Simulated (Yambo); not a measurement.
TlBr (rock salt, space group Fm-3m, No. 225), G0W0@LDA in Yambo with this input:

```
rim_cut
gw0
dyson
el_el_corr
HF_and_locXC
ppa
em1d
RandQpts= 1000000
RandGvec= 1 Ry
EXXRLvcs= 62 Ry
VXCRLvcs= 248 Ry
Chimod= "HARTREE"
% BndsRnXp
 1 | 134 |
%
NGsBlkXp= 8 Ry
% LongDrXp
 1.0 | 1.0 | 1.0 |
%
PPAPntXp= 27.2114 eV
% GbndRnge
 1 | 134 |
%
GTermKind= "BG"
DysSolver= "n"
ExtendOut
```

On a 4×4×4 mesh, with wavefunctions cut at 62 Ry, the gap (L → L) is 3.431 eV and the valence edge shifts by -1.100 eV.

Task: What happens with this change: no terminator?

Result: The gap falls by 0.058 eV, to 3.373 eV; the shift of the valence edge becomes -1.001 eV. Neither run is shown to be the converged limit.

The standard potential for Tl keeps a d shell in the valence without the s and p states of that shell. In tests on such compounds this moved G0W0 gaps by up to about 0.9 eV, so absolute quasiparticle energies here are unreliable; differences between settings are what counts.

Spin-orbit coupling is not included.

Geometry of the Materials Project entry, not relaxed at this level; primitive cell a = b = c = 4.726 Å, α = β = γ = 60.00°.

This is not the ordinary phase of the substance; no match was found in the copy of COD used, and its stability was not checked.

A shift is the quasiparticle energy of the state minus its LDA energy.
